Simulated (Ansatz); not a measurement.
La:
```xyz
4
Lattice="3.6490 0.0000 0.0000 -1.8245 3.1601 0.0000 0.0000 0.0000 11.7574" Properties=species:S:1:pos:R:3 pbc="T T T"
La     0.0000     0.0000     0.0000
La     0.0000     0.0000     5.8787
La     0.0000     2.1068     2.9393
La     1.8245     1.0534     8.8180
```

Relaxed with PBEsol. Special points in fractions of this cell's reciprocal vectors: Γ (0.000, 0.000, 0.000); M (0.500, 0.000, 0.000); K (0.333, 0.333, 0.000); A (0.000, 0.000, 0.500); L (0.500, 0.000, 0.500); H (0.333, 0.333, 0.500).

List the band energies nearest the Fermi level at these points for PBEsol (plane waves, PAW; program Ansatz).

In eV from the Fermi level; about four levels below and three above (degenerate sets whole), none deeper than 8.9 eV; points with the same levels are listed once.

```json
[
 {"k": "Γ", "below": "-3.19 -1.91 -1.83 -1.81", "above": "0.54 0.69 1.25"},
 {"k": "M", "below": "-1.22 -0.80 -0.31 -0.24", "above": "0.43 1.06 1.19"},
 {"k": "K", "below": "-1.09 -1.09 -0.79 -0.59 -0.59", "above": "0.15 0.31 0.31"},
 {"k": "A", "below": "-2.68 -2.68 -1.79 -1.79", "above": "0.73 0.73 1.30 1.30"},
 {"k": "L", "below": "-1.51 -1.51 -1.25 -1.25", "above": "0.61 0.61 1.33 1.33"},
 {"k": "H", "below": "-0.40 -0.40 0.00 0.00", "above": "0.07 0.07 0.98 0.98"}
]
```

Space group P6_3/mmc (dhcp (α-La type)). The PBEsol relaxation kept the symmetry of its start. Scalar-relativistic: spin–orbit coupling is off unless named, which matters more the heavier the elements.

Potentials: the earlier of the program's two PAW sets. The files were generated under PBE; for other functionals the program regenerates the frozen cores, and for LDA and PBEsol the local potential too.
